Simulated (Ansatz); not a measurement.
Computed with Ansatz 0.2.0, DFT PBE, scalar-relativistic, plane waves, PAW. Cutoff 420 eV, Γ-centred meshes of about 0.25 Å⁻¹ or finer for metals and 0.3 Å⁻¹ for insulators (2π included), Gaussian smearing. Collinear spin where magnetic atoms keep a moment.

These relaxed cells of Ti₃Al₃Cu₂ all derive from the fcc lattice, more or less distorted, and differ in how Ti, Al and Cu are arranged on its sites.

Cell 1. (ferromagnetic moments up to 0.2 μB)

```
CELL_PARAMETERS angstrom
3.79699 0.00000 0.00000
0.00000 3.98898 0.00000
0.00000 0.00000 7.95953
ATOMIC_POSITIONS crystal
Ti 0.50000 0.00000 0.00000
Ti 0.00000 0.50000 0.50000
Ti 0.00000 0.50000 0.00000
Al 0.50000 0.50000 0.25291
Al 0.50000 0.50000 0.74709
Al 0.50000 0.00000 0.50000
Cu 0.00000 0.00000 0.25404
Cu 0.00000 0.00000 0.74596
```

Cell 2. (ferromagnetic moments up to 0.5 μB)

```
CELL_PARAMETERS angstrom
3.97390 0.00000 0.00000
0.00000 3.97948 0.00000
0.00000 0.00000 7.61415
ATOMIC_POSITIONS crystal
Ti 0.50000 0.50000 0.74617
Ti 0.50000 0.50000 0.25383
Ti 0.50000 0.00000 0.00000
Al 0.50000 0.00000 0.50000
Al 0.00000 0.50000 0.00000
Al 0.00000 0.50000 0.50000
Cu 0.00000 0.00000 0.74804
Cu 0.00000 0.00000 0.25196
```

Cell 3. (ferromagnetic moments up to 0.6 μB)

```
CELL_PARAMETERS angstrom
2.86147 0.00000 0.00000
0.00000 2.86147 0.00000
0.00000 0.00000 14.69581
ATOMIC_POSITIONS crystal
Ti 0.00000 0.00000 0.50000
Ti 0.50000 0.50000 0.86474
Ti 0.50000 0.50000 0.13526
Al 0.00000 0.00000 0.27030
Al 0.00000 0.00000 0.72970
Al 0.00000 0.00000 0.00000
Cu 0.50000 0.50000 0.62266
Cu 0.50000 0.50000 0.37734
```

**Question.** Which ordering is lowest in energy, and how far above it lie the others?

**Answer.** Cell 3 (P4/mmm) is lowest; cell 2 (Pmmm) lies 19 meV/atom higher and cell 1 (Pmmm) lies 48 meV/atom higher. Cell 3, 15.0 Å³/atom, no gap on its mesh: Ti on a site of symmetry 4/mmm is surrounded by 8 Cu at 2.71 Å, 4 Ti at 2.86 Å and 2 Al at 3.38 Å; around Ti on a site of symmetry 4mm lie 8 Al at 2.83–2.84 Å and 4 Ti at 2.86 Å; around Al on a site of symmetry 4mm lie 4 Cu at 2.56 Å, 4 Ti at 2.83 Å, 4 Al at 2.86 Å and 1 Ti at 3.38 Å; Cu is surrounded by 4 Al at 2.56 Å, 4 Ti at 2.71 Å and 4 Cu at 2.86 Å; 1 more site not described. Cell 2, 15.1 Å³/atom, no gap on its mesh: Ti on a site of symmetry mm2 has 6 Al at 2.73–2.77 Å, 2 Ti at 2.77 Å and 4 Cu at 2.81 Å; around Ti on a site of symmetry mmm lie 4 Cu at 2.76 Å, 4 Ti at 2.77 Å and 4 Al at 2.81 Å; Al on its first site has 4 Ti at 2.73 Å, 4 Cu at 2.74 Å and 4 Al at 2.81 Å; Cu has 6 Al at 2.74–2.76 Å and 6 Ti at 2.76–2.81 Å; 2 more sites not described. Cell 1, 15.1 Å³/atom, no gap on its mesh: around Ti on its first site lie 4 Ti at 2.75 Å, 4 Cu at 2.77 Å and 4 Al at 2.83 Å; around Ti on its second site lie 8 Al at 2.73–2.75 Å and 4 Cu at 2.79 Å; Al on a site of symmetry mm2 has 6 Ti at 2.73–2.83 Å, 4 Cu at 2.75 Å and 2 Al at 2.80 Å; Cu is surrounded by 6 Al at 2.73–2.75 Å and 6 Ti at 2.77–2.84 Å; 2 more sites not described.

For metals, differences of a few meV/atom aren't resolved. The magnetic state reached may not be the lowest. With atoms moved at random, cell 3 came back. Cell 1 and cell 2 had no clear such test and can be saddle points. Other orderings may lie lower. Some types were kept out of the candidates beforehand, so the set may lack a known form.
